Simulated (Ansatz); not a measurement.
## NaLiICl: input, output and frames of a trajectory

Method: DFT PBEsol, scalar-relativistic, plane waves, PAW in Ansatz 0.2.0. Settings: plane waves to 420 eV, k-mesh 2×2×2 (shifted by 0.5, 0.5, 0.5 steps), Fermi–Dirac smearing 0.069 eV. The mesh is coarse. No spin polarisation.

16 atoms, starting at 1.02 times the perfect crystal's volume (space group P4/mmm, the cell as given, not relaxed at this level); constant energy, velocities drawn at 800 K, fixed cell; 32 steps of 0.75 fs. The run is short and not equilibrated.

The calculation finished and met its thresholds.

The run took 42 s on 4 threads of Intel(R) Xeon(R) 6975P-C (Granite Rapids), on a shared host, peak memory 1.1 GiB.

Command:
```bash
ansatz run input.yaml --threads 4 --pin off --max-ram 5120MiB --backend cpu --events-out ev --progress --plain --runs-dir out
```

Input:
```yaml
crystal:
  lattice:
    - [0.0, 8.2374674337, 0.0]
    - [-8.2374674337, 0.0, 0.0]
    - [4.1187337169, -4.1187337169, 6.2565064181]
  atoms:
    - { symbol: Na, position: [0.5, 0.5, 0.5] }
    - { symbol: Na, position: [0.0, 0.5, 0.5] }
    - { symbol: Na, position: [0.5, 0.0, 0.5] }
    - { symbol: Na, position: [0.0, 0.0, 0.5] }
    - { symbol: Li, position: [0.0, 0.5, 0.0] }
    - { symbol: Li, position: [0.5, 0.5, 0.0] }
    - { symbol: Li, position: [0.0, 0.0, 0.0] }
    - { symbol: Li, position: [0.5, 0.0, 0.0] }
    - { symbol: I, position: [0.25, 0.25, 0.0] }
    - { symbol: I, position: [0.75, 0.25, 0.0] }
    - { symbol: I, position: [0.25, 0.75, 0.0] }
    - { symbol: I, position: [0.75, 0.75, 0.0] }
    - { symbol: Cl, position: [0.25, 0.75, 0.5] }
    - { symbol: Cl, position: [0.75, 0.75, 0.5] }
    - { symbol: Cl, position: [0.25, 0.25, 0.5] }
    - { symbol: Cl, position: [0.75, 0.25, 0.5] }
basis:
  ecutwfc: 420
kpoints:
  mp_grid: { grid: [2, 2, 2], shift: [0.5, 0.5, 0.5] }
hamiltonian:
  xc: pbesol
scf:
  occupations: { method: fermi_dirac, width: 0.0689 }
  lower_state_search: "off"
  convergence: { dr2_threshold: 1.0e-07 }
output:
  forces: true
  stress: true
md:
  timestep: 0.75
  n_steps: 32
  ensemble: nve
  temperature: 800.0
  initial_velocities: maxwell_boltzmann
  seed: 36098
```

Output (its end):
```
...
SCF converged after 5 iterations
Free energy (F): -40710.740237 eV
Harris-Foulkes:  -40710.740237 eV  (|F-HF|=4.37e-10)
Internal energy: -40710.740237 eV  (E = F + TS)
E sigma→0 (E₀):  -40710.740237 eV
Fermi energy:    4.560608 eV
--- Per-component energies (eV) ---
  E_band       = -2922.976753
  E_kinetic    = 1969.639943
  E_local      = -15404.734526  (includes V_loc(G=0)·N_el)
  E_nonlocal   = 93.827642
  E_hartree    = 6769.282313
  E_xc         = -1128.796758
  E_vxc        = -1253.201847  (∫ρ·V_xc dr)
  E_paw        = -22609.590935  (= ΣΔE_a)
  E_vpaw       = -1867.072125  (= ΣTr[D̂ρ^β])
  E_aug_tail   = 0.000402  (compensation charges beyond the density's cutoff)
  E_ewald      = -10402.549390
  E_core_change = 2.181072  (= ΣΔE_core)
  E_smearing   = -0.000000  (= −TS)
  E_closure    = 0.000000  (closes the sum)
  Σ components = -40710.740237   (vs F -40710.740237, Δ=0.00e0)
--- Forces (eV/Å), atoms counted from 1 ---
  atom   1  Na     0.00341240    -0.21075139     0.18672104
  atom   2  Na    -0.12737024     0.21369627     0.24803144
  atom   3  Na    -0.05829770    -0.07981330     0.10412422
  atom   4  Na     0.07671791     0.19926779     0.08913821
  atom   5  Li     0.04612395     0.37164846     0.14643508
  atom   6  Li     0.43326229     0.60610710     0.07830218
  atom   7  Li     0.31462947    -0.33707978     0.25894769
  atom   8  Li     0.54358559    -0.46190313     0.11494178
  atom   9  I     -0.16953716     0.32764308    -0.03715362
  atom  10  I     -0.40509497     0.20201248    -0.19811532
  atom  11  I     -0.53202616    -0.45920136    -0.27203446
  atom  12  I     -0.06327773    -0.21598378    -0.24430159
  atom  13  Cl     0.07132274    -0.00805585    -0.13418269
  atom  14  Cl     0.15584469    -0.02405856    -0.13431697
  atom  15  Cl     0.03804624     0.09540752    -0.03674682
  atom  16  Cl    -0.32735855    -0.21896260    -0.17001327
  max |Σ_I F_I| component: 2.23e-4 eV/Å
--- Stress (GPa, compression-positive) ---
       -0.563781       0.056460       0.005701
        0.056460      -0.697897      -0.044552
        0.005701      -0.044552      -0.869071
  P = ⅓ Tr σ = -0.7102 GPa (-7.102 kbar)
--- MD trajectory: 32 steps, t = 0.0 → 24.0 fs ---
  final state: T = 581.4 K   F+E_penalty+E_count = -40710.74023733 eV   E_kin = 1.127257 eV
  conserved energy: peak-to-peak 1.034e-4 eV (6.459e-6 eV/atom) over 24.0 fs
```

Frames along the run (Å, eV/Å; dE is the potential energy from the first frame):

```xyz
16
Lattice="0.000 8.237 0.000 -8.237 0.000 0.000 4.119 -4.119 6.257" Properties=species:S:1:pos:R:3:forces:R:3 pbc="T T T" time_fs=0.00 dE_eV=0.0000 T_K=800
Na   -2.059    2.059    3.128    0.000    0.000    0.000
Na   -2.059   -2.059    3.128    0.000    0.000    0.000
Na    2.059    2.059    3.128    0.000    0.000    0.000
Na    2.059   -2.059    3.128    0.000    0.000    0.000
Li   -4.119    0.000    0.000    0.000    0.000    0.000
Li   -4.119    4.119    0.000    0.000    0.000    0.000
Li    0.000    0.000    0.000    0.000    0.000    0.000
Li    0.000    4.119    0.000    0.000    0.000    0.000
I    -2.059    2.059    0.000    0.000    0.000    0.000
I    -2.059    6.178    0.000    0.000    0.000    0.000
I    -6.178    2.059    0.000    0.000    0.000    0.000
I    -6.178    6.178    0.000    0.000    0.000    0.000
Cl   -4.119    0.000    3.128    0.000    0.000    0.000
Cl   -4.119    4.119    3.128    0.000    0.000    0.000
Cl    0.000    0.000    3.128    0.000    0.000    0.000
Cl    0.000    4.119    3.128    0.000    0.000    0.000
16
Lattice="0.000 8.237 0.000 -8.237 0.000 0.000 4.119 -4.119 6.257" Properties=species:S:1:pos:R:3:forces:R:3 pbc="T T T" time_fs=1.50 dE_eV=0.0020 T_K=799
Na   -2.063    2.067    3.122    0.001   -0.014    0.015
Na   -2.053   -2.068    3.123   -0.008    0.016    0.019
Na    2.067    2.058    3.127   -0.004   -0.008    0.005
Na    2.063   -2.064    3.123    0.001    0.013    0.004
Li   -4.121   -0.025    0.000   -0.005    0.026    0.008
Li   -4.137    4.096    0.003    0.011    0.029    0.005
Li   -0.015    0.020    0.011    0.021   -0.021    0.018
Li   -0.023    4.135    0.019    0.031   -0.022    0.006
I    -2.064    2.058   -0.002   -0.006    0.010   -0.001
I    -2.055    6.178    0.001   -0.023   -0.010   -0.009
I    -6.176    2.061    0.005   -0.016   -0.004   -0.020
I    -6.179    6.178    0.001   -0.002   -0.004   -0.017
Cl   -4.122   -0.002    3.125    0.004    0.000   -0.009
Cl   -4.120    4.119    3.135    0.009   -0.002   -0.008
Cl   -0.006    0.000    3.108    0.004    0.004   -0.006
Cl    0.011    4.125    3.131   -0.018   -0.013   -0.010
16
Lattice="0.000 8.237 0.000 -8.237 0.000 0.000 4.119 -4.119 6.257" Properties=species:S:1:pos:R:3:forces:R:3 pbc="T T T" time_fs=3.75 dE_eV=0.0127 T_K=793
Na   -2.069    2.079    3.113    0.002   -0.035    0.037
Na   -2.044   -2.082    3.115   -0.019    0.038    0.047
Na    2.080    2.057    3.124   -0.011   -0.020    0.012
Na    2.068   -2.071    3.116    0.003    0.032    0.011
Li   -4.125   -0.061    0.000   -0.012    0.064    0.021
Li   -4.164    4.062    0.008    0.030    0.074    0.012
Li   -0.037    0.050    0.027    0.051   -0.054    0.045
Li   -0.057    4.159    0.049    0.080   -0.057    0.015
I    -2.070    2.056   -0.006   -0.017    0.030   -0.004
I    -2.049    6.178    0.003   -0.057   -0.017   -0.023
I    -6.173    2.064    0.014   -0.042   -0.017   -0.048
I    -6.181    6.179    0.003   -0.005   -0.014   -0.041
Cl   -4.127   -0.005    3.120    0.011    0.000   -0.023
Cl   -4.123    4.120    3.144    0.023   -0.004   -0.020
Cl   -0.016    0.000    3.077    0.010    0.011   -0.016
Cl    0.028    4.134    3.135   -0.047   -0.033   -0.025
16
Lattice="0.000 8.237 0.000 -8.237 0.000 0.000 4.119 -4.119 6.257" Properties=species:S:1:pos:R:3:forces:R:3 pbc="T T T" time_fs=5.25 dE_eV=0.0249 T_K=787
Na   -2.073    2.086    3.107    0.003   -0.049    0.051
Na   -2.038   -2.091    3.110   -0.027    0.053    0.065
Na    2.088    2.056    3.122   -0.015   -0.027    0.017
Na    2.072   -2.075    3.112    0.005    0.045    0.015
Li   -4.128   -0.085    0.000   -0.015    0.090    0.029
Li   -4.182    4.040    0.011    0.044    0.104    0.017
Li   -0.051    0.069    0.039    0.072   -0.075    0.063
Li   -0.079    4.174    0.068    0.113   -0.081    0.021
I    -2.074    2.054   -0.008   -0.025    0.045   -0.005
I    -2.045    6.178    0.004   -0.079   -0.016   -0.033
I    -6.171    2.066    0.019   -0.063   -0.031   -0.067
I    -6.183    6.179    0.005   -0.007   -0.023   -0.057
Cl   -4.130   -0.008    3.117    0.015    0.000   -0.031
Cl   -4.125    4.121    3.151    0.032   -0.006   -0.028
Cl   -0.022    0.000    3.057    0.013    0.016   -0.022
Cl    0.039    4.140    3.138   -0.066   -0.047   -0.035
16
Lattice="0.000 8.237 0.000 -8.237 0.000 0.000 4.119 -4.119 6.257" Properties=species:S:1:pos:R:3:forces:R:3 pbc="T T T" time_fs=7.50 dE_eV=0.0507 T_K=774
Na   -2.079    2.098    3.098    0.004   -0.070    0.072
Na   -2.028   -2.105    3.102   -0.038    0.075    0.091
Na    2.100    2.054    3.120   -0.022   -0.038    0.025
Na    2.078   -2.082    3.105    0.010    0.065    0.022
Li   -4.132   -0.121    0.001   -0.018    0.128    0.042
Li   -4.208    4.008    0.015    0.068    0.153    0.025
Li   -0.073    0.098    0.056    0.104   -0.109    0.091
Li   -0.112    4.197    0.097    0.164   -0.120    0.030
I    -2.081    2.052   -0.012   -0.039    0.072   -0.008
I    -2.039    6.178    0.005   -0.115   -0.007   -0.049
I    -6.167    2.068    0.027   -0.098   -0.058   -0.094
I    -6.185    6.180    0.006   -0.011   -0.040   -0.081
Cl   -4.134   -0.011    3.113    0.022    0.000   -0.045
Cl   -4.127    4.121    3.160    0.047   -0.008   -0.039
Cl   -0.031    0.000    3.027    0.018    0.024   -0.032
Cl    0.055    4.149    3.142   -0.096   -0.067   -0.050
16
Lattice="0.000 8.237 0.000 -8.237 0.000 0.000 4.119 -4.119 6.257" Properties=species:S:1:pos:R:3:forces:R:3 pbc="T T T" time_fs=9.00 dE_eV=0.0727 T_K=762
Na   -2.083    2.105    3.092    0.005   -0.084    0.085
Na   -2.022   -2.113    3.097   -0.046    0.090    0.108
Na    2.108    2.053    3.118   -0.026   -0.044    0.031
Na    2.081   -2.086    3.100    0.013    0.078    0.027
Li   -4.135   -0.145    0.001   -0.019    0.153    0.051
Li   -4.226    3.986    0.019    0.088    0.187    0.029
Li   -0.087    0.117    0.067    0.125   -0.132    0.110
Li   -0.133    4.212    0.117    0.200   -0.148    0.036
I    -2.085    2.051   -0.015   -0.050    0.091   -0.010
I    -2.035    6.178    0.006   -0.139    0.003   -0.060
I    -6.165    2.070    0.033   -0.125   -0.082   -0.112
I    -6.186    6.180    0.008   -0.014   -0.053   -0.097
Cl   -4.137   -0.013    3.109    0.026    0.000   -0.053
Cl   -4.129    4.122    3.167    0.056   -0.009   -0.047
Cl   -0.037    0.000    3.006    0.020    0.030   -0.038
Cl    0.066    4.155    3.144   -0.116   -0.081   -0.060
16
Lattice="0.000 8.237 0.000 -8.237 0.000 0.000 4.119 -4.119 6.257" Properties=species:S:1:pos:R:3:forces:R:3 pbc="T T T" time_fs=11.25 dE_eV=0.1126 T_K=742
Na   -2.089    2.116    3.083    0.006   -0.104    0.104
Na   -2.013   -2.127    3.090   -0.058    0.111    0.133
Na    2.120    2.051    3.116   -0.032   -0.053    0.040
Na    2.087   -2.092    3.093    0.020    0.098    0.035
Li   -4.140   -0.179    0.002   -0.017    0.190    0.065
Li   -4.251    3.956    0.024    0.124    0.242    0.037
Li   -0.107    0.144    0.086    0.158   -0.166    0.138
Li   -0.164    4.234    0.147    0.255   -0.194    0.046
I    -2.091    2.049   -0.018   -0.067    0.124   -0.014
I    -2.029    6.178    0.008   -0.178    0.026   -0.077
I    -6.162    2.073    0.041   -0.172   -0.124   -0.138
I    -6.188    6.180    0.010   -0.018   -0.074   -0.120
Cl   -4.142   -0.016    3.105    0.032   -0.001   -0.066
Cl   -4.131    4.123    3.176    0.071   -0.012   -0.059
Cl   -0.046    0.000    2.976    0.023    0.039   -0.046
Cl    0.083    4.164    3.148   -0.146   -0.102   -0.076
16
Lattice="0.000 8.237 0.000 -8.237 0.000 0.000 4.119 -4.119 6.257" Properties=species:S:1:pos:R:3:forces:R:3 pbc="T T T" time_fs=12.75 dE_eV=0.1434 T_K=726
Na   -2.093    2.123    3.077    0.006   -0.118    0.116
Na   -2.007   -2.135    3.085   -0.066    0.124    0.148
Na    2.128    2.050    3.114   -0.035   -0.058    0.046
Na    2.091   -2.097    3.088    0.025    0.110    0.040
Li   -4.143   -0.201    0.003   -0.014    0.214    0.074
Li   -4.268    3.936    0.027    0.152    0.282    0.042
Li   -0.119    0.162    0.098    0.179   -0.189    0.156
Li   -0.183    4.247    0.167    0.292   -0.226    0.053
I    -2.095    2.047   -0.021   -0.079    0.148   -0.016
I    -2.025    6.178    0.009   -0.206    0.044   -0.089
I    -6.160    2.074    0.046   -0.207   -0.157   -0.155
I    -6.190    6.181    0.011   -0.022   -0.089   -0.136
Cl   -4.145   -0.019    3.101    0.037   -0.001   -0.074
Cl   -4.133    4.123    3.182    0.081   -0.013   -0.067
Cl   -0.053    0.000    2.955    0.025    0.045   -0.051
Cl    0.093    4.170    3.150   -0.167   -0.116   -0.086
16
Lattice="0.000 8.237 0.000 -8.237 0.000 0.000 4.119 -4.119 6.257" Properties=species:S:1:pos:R:3:forces:R:3 pbc="T T T" time_fs=15.00 dE_eV=0.1950 T_K=700
Na   -2.098    2.134    3.069    0.006   -0.138    0.133
Na   -1.998   -2.148    3.078   -0.078    0.144    0.171
Na    2.140    2.047    3.112   -0.041   -0.065    0.057
Na    2.096   -2.103    3.081    0.033    0.129    0.049
Li   -4.147   -0.233    0.005   -0.008    0.250    0.088
Li   -4.292    3.909    0.033    0.200    0.344    0.049
Li   -0.137    0.187    0.118    0.212   -0.224    0.183
Li   -0.210    4.266    0.197    0.349   -0.276    0.064
I    -2.102    2.045   -0.024   -0.099    0.185   -0.020
I    -2.020    6.178    0.010   -0.248    0.077   -0.109
I    -6.157    2.077    0.054   -0.266   -0.212   -0.180
I    -6.192    6.181    0.013   -0.029   -0.114   -0.158
Cl   -4.150   -0.022    3.096    0.043   -0.002   -0.087
Cl   -4.135    4.124    3.192    0.096   -0.015   -0.079
Cl   -0.062    0.001    2.924    0.028    0.055   -0.057
Cl    0.109    4.179    3.154   -0.199   -0.137   -0.102
16
Lattice="0.000 8.237 0.000 -8.237 0.000 0.000 4.119 -4.119 6.257" Properties=species:S:1:pos:R:3:forces:R:3 pbc="T T T" time_fs=16.50 dE_eV=0.2322 T_K=680
Na   -2.102    2.141    3.064    0.006   -0.151    0.144
Na   -1.992   -2.156    3.074   -0.086    0.156    0.185
Na    2.148    2.046    3.111   -0.044   -0.069    0.064
Na    2.100   -2.106    3.077    0.039    0.142    0.055
Li   -4.150   -0.253    0.006   -0.002    0.272    0.097
Li   -4.307    3.892    0.037    0.236    0.388    0.054
Li   -0.148    0.204    0.132    0.232   -0.246    0.200
Li   -0.227    4.278    0.218    0.386   -0.311    0.072
I    -2.106    2.044   -0.027   -0.112    0.210   -0.023
I    -2.016    6.178    0.011   -0.277    0.100   -0.123
I    -6.155    2.079    0.060   -0.308   -0.252   -0.196
I    -6.193    6.181    0.014   -0.034   -0.131   -0.173
Cl   -4.152   -0.024    3.093    0.048   -0.003   -0.095
Cl   -4.137    4.124    3.198    0.106   -0.017   -0.088
Cl   -0.068    0.001    2.904    0.029    0.062   -0.060
Cl    0.120    4.185    3.156   -0.220   -0.151   -0.113
16
Lattice="0.000 8.237 0.000 -8.237 0.000 0.000 4.119 -4.119 6.257" Properties=species:S:1:pos:R:3:forces:R:3 pbc="T T T" time_fs=18.75 dE_eV=0.2906 T_K=650
Na   -2.108    2.151    3.056    0.006   -0.170    0.159
Na   -1.984   -2.169    3.068   -0.098    0.175    0.206
Na    2.159    2.044    3.109   -0.049   -0.074    0.075
Na    2.106   -2.112    3.070    0.050    0.160    0.065
Li   -4.155   -0.281    0.009    0.010    0.305    0.111
Li   -4.329    3.868    0.043    0.294    0.456    0.061
Li   -0.164    0.226    0.155    0.262   -0.278    0.224
Li   -0.250    4.293    0.249    0.440   -0.362    0.085
I    -2.113    2.042   -0.030   -0.132    0.248   -0.027
I    -2.010    6.178    0.013   -0.320    0.135   -0.145
I    -6.152    2.081    0.068   -0.375   -0.315   -0.220
I    -6.195    6.181    0.015   -0.042   -0.157   -0.195
Cl   -4.157   -0.027    3.088    0.055   -0.004   -0.107
Cl   -4.139    4.125    3.207    0.121   -0.019   -0.101
Cl   -0.077    0.001    2.873    0.031    0.072   -0.060
Cl    0.135    4.193    3.160   -0.252   -0.172   -0.129
16
Lattice="0.000 8.237 0.000 -8.237 0.000 0.000 4.119 -4.119 6.257" Properties=species:S:1:pos:R:3:forces:R:3 pbc="T T T" time_fs=20.25 dE_eV=0.3300 T_K=630
Na   -2.112    2.158    3.051    0.005   -0.182    0.167
Na   -1.978   -2.177    3.064   -0.106    0.186    0.219
Na    2.167    2.042    3.107   -0.052   -0.076    0.083
Na    2.110   -2.115    3.066    0.057    0.172    0.071
Li   -4.158   -0.299    0.011    0.019    0.325    0.121
Li   -4.342    3.855    0.047    0.335    0.501    0.066
Li   -0.173    0.240    0.170    0.280   -0.298    0.237
Li   -0.264    4.302    0.270    0.474   -0.394    0.093
I    -2.117    2.041   -0.033   -0.144    0.272   -0.030
I    -2.006    6.178    0.013   -0.347    0.158   -0.160
I    -6.151    2.083    0.073   -0.421   -0.358   -0.235
I    -6.196    6.182    0.016   -0.048   -0.174   -0.209
Cl   -4.160   -0.030    3.084    0.059   -0.005   -0.115
Cl   -4.140    4.125    3.213    0.131   -0.021   -0.110
Cl   -0.083    0.002    2.852    0.033    0.079   -0.058
Cl    0.146    4.198    3.162   -0.274   -0.185   -0.141
16
Lattice="0.000 8.237 0.000 -8.237 0.000 0.000 4.119 -4.119 6.257" Properties=species:S:1:pos:R:3:forces:R:3 pbc="T T T" time_fs=22.50 dE_eV=0.3878 T_K=600
Na   -2.118    2.168    3.043    0.004   -0.200    0.180
Na   -1.970   -2.188    3.058   -0.119    0.203    0.237
Na    2.179    2.040    3.106   -0.056   -0.079    0.096
Na    2.115   -2.120    3.059    0.069    0.189    0.082
Li   -4.162   -0.324    0.015    0.035    0.354    0.136
Li   -4.360    3.837    0.054    0.395    0.566    0.073
Li   -0.185    0.260    0.195    0.303   -0.323    0.253
Li   -0.282    4.313    0.302    0.519   -0.438    0.107
I    -2.124    2.039   -0.036   -0.161    0.307   -0.034
I    -2.001    6.178    0.015   -0.384    0.187   -0.183
I    -6.148    2.085    0.081   -0.489   -0.421   -0.258
I    -6.198    6.182    0.018   -0.057   -0.200   -0.231
Cl   -4.164   -0.033    3.079    0.066   -0.007   -0.126
Cl   -4.142    4.126    3.222    0.146   -0.023   -0.124
Cl   -0.092    0.002    2.821    0.036    0.089   -0.048
Cl    0.160    4.206    3.165   -0.306   -0.206   -0.158
16
Lattice="0.000 8.237 0.000 -8.237 0.000 0.000 4.119 -4.119 6.257" Properties=species:S:1:pos:R:3:forces:R:3 pbc="T T T" time_fs=24.00 dE_eV=0.4240 T_K=581
Na   -2.122    2.174    3.039    0.003   -0.211    0.187
Na   -1.964   -2.196    3.055   -0.127    0.214    0.248
Na    2.186    2.038    3.105   -0.058   -0.080    0.104
Na    2.119   -2.123    3.055    0.077    0.199    0.089
Li   -4.165   -0.340    0.019    0.046    0.372    0.146
Li   -4.370    3.827    0.059    0.433    0.606    0.078
Li   -0.192    0.271    0.213    0.315   -0.337    0.259
Li   -0.292    4.319    0.324    0.544   -0.462    0.115
I    -2.128    2.038   -0.039   -0.170    0.328   -0.037
I    -1.997    6.178    0.016   -0.405    0.202   -0.198
I    -6.147    2.086    0.086   -0.532   -0.459   -0.272
I    -6.200    6.182    0.019   -0.063   -0.216   -0.244
Cl   -4.167   -0.035    3.075    0.071   -0.008   -0.134
Cl   -4.143    4.126    3.228    0.156   -0.024   -0.134
Cl   -0.098    0.003    2.801    0.038    0.095   -0.037
Cl    0.170    4.211    3.167   -0.327   -0.219   -0.170
```